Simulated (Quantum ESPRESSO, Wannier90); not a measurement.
# Tight-binding from DFT: BaS$_{2}$ (C2/c)

```
begin unit_cell_cart
ang
    0.0000000000   -4.8073600000    0.0000000000
   -4.6856750000   -2.4036800000    0.0000000000
   -0.4164650000   -2.4036800000   -8.0412990000
end unit_cell_cart
begin atoms_frac
Ba   0.1424300000 -0.2500000000  0.2500000000
Ba  -0.1424300000  0.2500000000 -0.2500000000
S    0.4846900000 -0.1970400000 -0.4796400000
S   -0.4846900000  0.1970400000  0.4796400000
S   -0.1919900000 -0.3029600000 -0.0203600000
S    0.1919900000  0.3029600000  0.0203600000
end atoms_frac
```

Structure: Materials Project mp-684, symmetrised, not relaxed again. COD (Crystallography Open Database) has an entry of this formula and space group (matched by these alone). Level: LDA, no spin polarisation, no spin-orbit coupling; pw.x of Quantum ESPRESSO at 46 Ry with PseudoDojo potentials, 4×4×4 k-points, Wannier90. Density: 8×8×8 mesh, cold smearing 0.01 Ry. Spin-orbit coupling is left out although heavy elements are present.

Bands 19-22 form an isolated set from -1.17 to 0.00 eV relative to the valence-band maximum (on the path) and are turned into 4 Wannier functions by minimising the spread from the start: SCDM (isolated).

### Question
Where do the functions sit, how wide are they and what are they made of?

### Answer
```json
[
 {"functions": "2", "spread (Å²)": "4.38", "nearest atom, distance (Å)": "S 1.05", "second atom, distance (Å)": "S 1.05", "weight on atomic waves": "S 3p 90 %"},
 {"functions": "2", "spread (Å²)": "4.10", "nearest atom, distance (Å)": "S 1.05", "second atom, distance (Å)": "S 1.05", "weight on atomic waves": "S 3p 91 %"}
]
```

Ω_I = 16.86 Å², Ω_total = 16.96 Å²; the interpolated bands follow pw.x to 7.6 meV rms on the path. Only this start was tried; a symmetric start can stop on a saddle, and mixtures of these functions could lower the total by at most Ω_total − Ω_I.
